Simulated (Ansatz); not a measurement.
This cell of InP (zinc blende) is off equilibrium:

```yaml
crystal:
  lattice:
    - [0.00000, 2.97977, 2.97977]
    - [2.97977, 0.00000, 2.97977]
    - [2.97977, 2.97977, 0.00000]
  atoms:
    - { symbol: P, position: [0.80168, 0.80168, 0.69832] }
    - { symbol: In, position: [0.00000, 0.00000, 0.00000] }
```

Calculation: PBE (plane waves to 420 eV, PAW, scalar-relativistic; Ansatz, a quantum-chemistry and plane-wave program). k mesh 8×8×8 (Γ-centred), Fermi-Dirac smearing 0.05 eV. The energy includes the smearing's −TS. Stress and pressure are positive under compression. As the smearing reaches across the gap at some points, energies and forces of such displacements shift with the k mesh and the smearing. InP was relaxed with its symmetry unable to fall.

**Question.** What forces act on the atoms (eV/Å, Cartesian)?

**Answer.** 
| atom | Fx | Fy | Fz |
|---|---|---|---|
| P1 | 0.000 | 0.000 | -2.075 |
| In2 | 0.000 | 0.000 | 2.075 |

**Question.** What is the stress tensor (GPa)?

**Answer.** 
```
    2.9      6.5      0.0
    6.5      2.9      0.0
    0.0      0.0      0.2
```
The pressure, a third of the trace, is 2.0 GPa.

**Question.** In it atom 1 sits (0.000, 0.000, 0.308) Å away from its relaxed site. What is its energy relative to the relaxed cell?

**Answer.** 331 meV/cell.

(For displaced atoms, the force is minus the slope of the energy, and its curvature is a force constant, which sets phonon frequencies.)
